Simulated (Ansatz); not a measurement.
Ti₂B:
```yaml
crystal:
  lattice:
    - [1.59855, 0.92292, 4.78511]
    - [-1.59855, 0.92292, 4.78511]
    - [0.00000, -1.84584, 4.78511]
  atoms:
    - { symbol: Ti, position: [0.75032, 0.75032, 0.75032] }
    - { symbol: Ti, position: [0.24968, 0.24968, 0.24968] }
    - { symbol: B, position: [0.00000, 0.00000, 0.00000] }
```

Relaxed with r²SCAN+D4.

### Question
Map the valence electron density (e/Å³), cut off at 3 on the plane through (0.750, 0.750, 0.750) spanned by u = [1, -1, 0] and v = [1, 1, -1] in lattice vectors, from r²SCAN+D4 in the plane-wave PAW code Ansatz.

### Answer
x is the fraction of u, y of v (the angle between them is 90°; rows are the nearest grid lines); atoms in the plane: Ti at (0.00, 0.00), Ti at (0.00, 0.50), B at (0.50, 0.75).
```
y \ x   0.000  0.0625  0.188  0.250  0.375  0.438  0.562  0.625  0.750  0.812  0.938   1.00
------  -----  ------  -----  -----  -----  -----  -----  -----  -----  -----  -----  -----
1.00     3.00    3.00   3.00  0.988  0.205  0.182  0.182  0.205  0.988   3.00   3.00   3.00
0.933    3.00    3.00   1.72  0.660  0.321  0.317  0.317  0.321  0.660   1.72   3.00   3.00
0.833   0.372   0.370  0.408  0.478  0.659  0.695  0.695  0.659  0.478  0.408  0.370  0.372
0.767   0.231   0.250  0.406  0.548  0.721  0.530  0.530  0.721  0.548  0.406  0.250  0.231
0.700   0.248   0.264  0.400  0.521  0.726  0.668  0.668  0.726  0.521  0.400  0.264  0.248
0.600    3.00    2.66  0.841  0.506  0.419  0.437  0.437  0.419  0.506  0.841   2.66   3.00
0.533    3.00    3.00   2.75  0.872  0.255  0.238  0.238  0.255  0.872   2.75   3.00   3.00
0.467    3.00    3.00   2.88  0.857  0.173  0.151  0.151  0.173  0.857   2.88   3.00   3.00
0.400    3.00    2.93  0.791  0.335  0.137  0.127  0.127  0.137  0.335  0.791   2.93   3.00
0.300   0.178   0.174  0.153  0.143  0.130  0.128  0.128  0.130  0.143  0.153  0.174  0.178
0.233   0.149   0.148  0.143  0.139  0.131  0.129  0.129  0.131  0.139  0.143  0.148  0.149
0.167   0.319   0.297  0.191  0.157  0.130  0.126  0.126  0.130  0.157  0.191  0.297  0.319
0.0667   3.00    3.00   1.73  0.562  0.150  0.133  0.133  0.150  0.562   1.73   3.00   3.00
0.000    3.00    3.00   3.00  0.988  0.205  0.182  0.182  0.205  0.988   3.00   3.00   3.00
```

The density is the valence pseudo-density with augmentation charge, so density and ELF within about 1 Å of a nucleus are not all-electron values.

Space group R-3m. The start of the workflow was typed in or built on a structure type; neither database checked (COD, Materials Project) lists it. Whether it is the stable phase at ambient conditions was not checked. The r²SCAN+D4 relaxation kept the symmetry of its start; its stability against distortions is not shown here. The run is not spin-polarised. The volume moved by -26 % from the start of the relaxation.

Potentials: the earlier of the program's two PAW sets. The files were generated under PBE; for other functionals the program regenerates the frozen cores, and for LDA and PBEsol the local potential too.
